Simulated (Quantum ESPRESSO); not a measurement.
Ag6GaMo, input and log of a self-consistent run

Simulated, not a measurement. The program is pw.x of Quantum ESPRESSO 7.5 (plane-wave density functional theory). The cell is made up: eight metal atoms on a hexagonal close-packed lattice, with elements, volume, strain and displacements drawn at random and not relaxed, so it may be unstable or far from any real phase. PseudoDojo standard norm-conserving files set the functional (PBE unless stated); there is no spin polarisation or spin-orbit coupling, the Fermi-Dirac width of 0.25 eV means electrons at about 2900 K, and the masses in the input are unused placeholders. A spin test at this wide smearing found no moment, but such smearing suppresses magnetism that the real alloy may have.

Input:

```
&control calculation='scf', pseudo_dir='./dojo.nc.sr.pbe.v0_5.standard.upf', outdir='./o', disk_io='medium', tprnfor=.true., tstress=.true. /
&system ibrav=0, nat=8, ntyp=3, nbnd=80, ecutwfc=82.02448710, nosym=.true., tot_charge=0,
 occupations='smearing', smearing='fd', degauss=0.0183746611
/
&electrons conv_thr=1.470e-08, electron_maxstep=70, mixing_beta=0.5 /
ATOMIC_SPECIES
Ag 1.0 Ag.upf
Ga 1.0 Ga.upf
Mo 1.0 Mo.upf
CELL_PARAMETERS angstrom
-2.9632 0.0255 -0.0485
-0.124 5.0562 -4.848
-0.0358 -5.0688 -4.8612
ATOMIC_POSITIONS angstrom
Ag 0.0529 0.0388 0.0645
Ag -0.034 1.76 -2.4264
Ag -0.081 -0.0036 -4.9147
Ga -0.1073 1.7194 -7.3041
Ag -1.5237 -0.8051 -2.4601
Mo -1.5389 -2.4337 -4.9005
Ag -1.5509 -0.8934 -7.3337
Ag -1.5877 2.5275 -4.87
K_POINTS automatic
8 4 4 1 1 1
```

The log is shortened where brackets say so; the opening notice, blank lines, dates and the lines on written files are dropped, and the path of the files is cut. It prints rydbergs, bohrs and kilobars, and counts compression as positive stress. Its total energy is the free energy E - TS of the whole cell.

```
     Program PWSCF v.7.5
     Parallel version (MPI & OpenMP), running on       1 processor cores
     Number of MPI processes:                 1
     Threads/MPI process:                     1
     [start-up lines left out]
     bravais-lattice index     =            0
     lattice parameter (alat)  =       5.6006  a.u.
     unit-cell volume          =     982.5521 (a.u.)^3
     number of atoms/cell      =            8
     number of atomic types    =            3
     number of electrons       =       141.00
     number of Kohn-Sham states=           80
     kinetic-energy cutoff     =      82.0245  Ry
     charge density cutoff     =     328.0979  Ry
     scf convergence threshold =      1.5E-08
     mixing beta               =       0.5000
     number of iterations used =            8  plain     mixing
     Exchange-correlation= PBE
                           (   1   4   3   4   0   0   0)
     [axes and pseudopotential details left out]
   Cartesian axes
     site n.     atom                  positions (alat units)
         1        Ag     tau(   1) = (   0.0178493   0.0130917   0.0217633  )
         2        Ag     tau(   2) = (  -0.0114721   0.5938510  -0.8187045  )
         3        Ag     tau(   3) = (  -0.0273306  -0.0012147  -1.6582951  )
         4        Ga     tau(   4) = (  -0.0362047   0.5801519  -2.4645152  )
         5        Ag     tau(   5) = (  -0.5141197  -0.2716531  -0.8300754  )
         6        Mo     tau(   6) = (  -0.5192484  -0.8211677  -1.6535038  )
         7        Ag     tau(   7) = (  -0.5232974  -0.3014468  -2.4745027  )
         8        Ag     tau(   8) = (  -0.5357143   0.8528172  -1.6432126  )
     number of k points=    64  Fermi-Dirac smearing, width (Ry)=  0.0184
                       cart. coord. in units 2pi/alat
        k(    1) = (  -0.0612819  -0.0004357  -0.0753026), wk =   0.0312500
        k(    2) = (  -0.0606631  -0.0735088  -0.1515298), wk =   0.0312500
     [further k points left out]
     Dense  grid:    98555 G-vectors     FFT dimensions: (  36,  80,  80)
     Estimated max dynamical RAM per process >     170.84 MB
     Initial potential from superposition of free atoms
     starting charge     140.9931, renormalised to     141.0000
     Starting wfcs are   79 randomized atomic wfcs +    1 random wfcs
     total cpu time spent up to now is       32.0 secs
     per-process dynamical memory:    95.6 Mb
     Self-consistent Calculation
     iteration #  1     ecut=    82.02 Ry     beta= 0.50
     Davidson diagonalization with overlap
     ethr =  1.00E-02,  avg # of iterations =  3.0
     Threshold (ethr) on eigenvalues was too large:
     Diagonalizing with lowered threshold
     Davidson diagonalization with overlap
     ethr =  5.02E-04,  avg # of iterations =  1.0
     total cpu time spent up to now is      204.5 secs
     total energy              =   -2153.37381989 Ry
     estimated scf accuracy    <       0.73014359 Ry
     iteration #  2     ecut=    82.02 Ry     beta= 0.50
     Davidson diagonalization with overlap
     ethr =  5.18E-04,  avg # of iterations =  2.7
     total cpu time spent up to now is      309.3 secs
     total energy              =   -2153.32428567 Ry
     estimated scf accuracy    <       1.37720565 Ry
     iteration #  3     ecut=    82.02 Ry     beta= 0.50
     Davidson diagonalization with overlap
     ethr =  5.18E-04,  avg # of iterations =  2.5
     total cpu time spent up to now is      393.1 secs
     total energy              =   -2153.40702427 Ry
     estimated scf accuracy    <       2.57434494 Ry
     iteration #  4     ecut=    82.02 Ry     beta= 0.50
     Davidson diagonalization with overlap
     ethr =  5.18E-04,  avg # of iterations =  2.0
     total cpu time spent up to now is      496.0 secs
     total energy              =   -2153.61603521 Ry
     estimated scf accuracy    <       0.10926477 Ry
     iteration #  5     ecut=    82.02 Ry     beta= 0.50
     Davidson diagonalization with overlap
     ethr =  7.75E-05,  avg # of iterations =  2.0
     total cpu time spent up to now is      584.9 secs
     total energy              =   -2153.62718761 Ry
     estimated scf accuracy    <       0.00664152 Ry
     [iterations 6 to 9 left out]
     iteration # 10     ecut=    82.02 Ry     beta= 0.50
     Davidson diagonalization with overlap
     ethr =  4.13E-09,  avg # of iterations =  2.0
     total cpu time spent up to now is     1071.5 secs
     total energy              =   -2153.62818928 Ry
     estimated scf accuracy    <       0.00000084 Ry
     iteration # 11     ecut=    82.02 Ry     beta= 0.50
     Davidson diagonalization with overlap
     ethr =  5.93E-10,  avg # of iterations =  2.1
     total cpu time spent up to now is     1168.5 secs
     total energy              =   -2153.62818940 Ry
     estimated scf accuracy    <       0.00000034 Ry
     iteration # 12     ecut=    82.02 Ry     beta= 0.50
     Davidson diagonalization with overlap
     ethr =  2.44E-10,  avg # of iterations =  2.0
     total cpu time spent up to now is     1264.0 secs
     total energy              =   -2153.62818946 Ry
     estimated scf accuracy    <       0.00000009 Ry
     iteration # 13     ecut=    82.02 Ry     beta= 0.50
     Davidson diagonalization with overlap
     ethr =  6.49E-11,  avg # of iterations =  2.0
     total cpu time spent up to now is     1358.7 secs
     total energy              =   -2153.62818948 Ry
     estimated scf accuracy    <       0.00000002 Ry
     iteration # 14     ecut=    82.02 Ry     beta= 0.50
     Davidson diagonalization with overlap
     ethr =  1.52E-11,  avg # of iterations =  2.0
     total cpu time spent up to now is     1453.4 secs
     End of self-consistent calculation
     [lines on levels left out]
!    total energy              =   -2153.62818948 Ry
     estimated scf accuracy    <          5.9E-09 Ry
     smearing contrib. (-TS)   =      -0.06793709 Ry
     internal energy E=F+TS    =   -2153.56025239 Ry
     The total energy is F=E-TS. E is the sum of the following terms:
     one-electron contribution =    -887.37638625 Ry
     hartree contribution      =     522.40788510 Ry
     xc contribution           =    -340.09082428 Ry
     ewald contribution        =   -1448.50092695 Ry
     convergence has been achieved in  14 iterations
     Forces acting on atoms (cartesian axes, Ry/au):
     atom    1 type  1   force =    -0.00251289    0.00846514   -0.01056649
     atom    2 type  1   force =    -0.00182807   -0.01632875    0.00948444
     atom    3 type  1   force =     0.00152122    0.00612888   -0.00136032
     atom    4 type  2   force =    -0.00050027    0.01035029   -0.01975072
     atom    5 type  1   force =     0.00085830    0.00247244   -0.00048213
     atom    6 type  3   force =    -0.00046388   -0.03131482    0.03199892
     atom    7 type  1   force =    -0.00127195    0.01821500    0.00374338
     atom    8 type  1   force =     0.00419755    0.00201181   -0.01306708
     Total force =     0.060336     Total SCF correction =     0.000637
     Computing stress (Cartesian axis) and pressure
          total   stress  (Ry/bohr**3)                   (kbar)     P=      -42.32
  -0.00043057   0.00004546  -0.00004557          -63.34        6.69       -6.70
   0.00004546  -0.00009656   0.00002512            6.69      -14.20        3.70
  -0.00004557   0.00002512  -0.00033600           -6.70        3.70      -49.43
     init_run     :     27.85s CPU     31.84s WALL (       1 calls)
     electrons    :   1327.71s CPU   1421.36s WALL (       1 calls)
     forces       :     12.88s CPU     13.02s WALL (       1 calls)
     stress       :     45.72s CPU     45.92s WALL (       1 calls)
     [timing details left out]
     PWSCF        :  23m34.75s CPU  25m14.70s WALL
     JOB DONE.
```

In other units: free energy -29301.604 eV for the cell, pressure -4.23 GPa, largest force component 0.823 eV/Å in size. The run took 1516 s of wall time with one process on a shared machine (AMD EPYC, Zen 5, virtual cores), so the time is rough. A rerun of this cell at a higher cutoff and on a denser mesh moved values by no more than 0.004 eV in energy, 0.20 GPa in stress and 0.012 eV/Å in force, and a second program with other atomic files agreed on that cell to 2 % rms in force and 0.5 GPa in pressure.